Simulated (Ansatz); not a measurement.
# SnSe: a ladder of calculations

Cell of run 1: a computed structure from the Materials Project (it need not be an observed phase), atoms as given.

Space group Pnma (No. 62); a = 11.6645, b = 4.1263, c = 4.7009 Å.

| site | Wyckoff | site symmetry | x | y | z |
| --- | --- | --- | --- | --- | --- |
| Sn | 4c | .m. | 0.6188 | 0.7500 | 0.3766 |
| Se | 4c | .m. | 0.1486 | 0.2500 | 0.5092 |

One atom of each set is listed.

Relaxed positions (PBE, cell held):

Sn (0.6181, 0.7500, 0.3730)
Se (0.1457, 0.2500, 0.5227)

All runs are DFT with Ansatz 0.2.0 (plane waves and PAW, scalar-relativistic unless spin–orbit coupling is named, Γ-centred meshes, Fermi–Dirac smearing where given) in this cell.

Run 1: PBE, atoms as given; 420 eV, 3×8×7 k-points, smearing 0.01 eV.
Run 2: r2SCAN, atoms as given; 500 eV, 3×8×7 k-points, smearing 0.01 eV.
Run 3: PBE, atoms relaxed; 420 eV, 3×8×7 k-points, smearing 0.01 eV.
Run 4: r2SCAN, at the relaxed atoms; 500 eV, 3×8×7 k-points, smearing 0.01 eV.
Run 5: r2SCAN, atoms relaxed; 500 eV, 3×8×7 k-points, smearing 0.01 eV.

```
run    Sn V_zz (η)   Se V_zz (η)
  1  -10.70 (0.36)  -7.92 (0.06)
  2  -11.90 (0.34)  -8.61 (0.05)
  3   -9.84 (0.35)  -6.74 (0.17)
  4  -11.04 (0.33)  -7.36 (0.14)
  5              ?             ?
```

V_zz in 10²¹ V/m².

(1) Estimate the row of run 5.

Answers

(1) Sn: -11.82 (0.32); Se: -8.52 (0.03). It lies nearest to run 2, from whose tensors on these sites it differs by 0.18 at most (largest principal value of the difference, on Se). Taken one at a time, the positions of the atoms (as given or relaxed) move the tensors on these sites by up to 1.55 (largest principal value of the change, on Se), the functional (r2SCAN with its higher cutoff) by 1.24 (Sn).

Without spin–orbit coupling (the program notes it for Sn) the gradients can shift somewhat, as the gap is small. With these PAW files V_zz is typically within 2 to 3 % of all-electron values, but misses above 10 % occur on Sn.
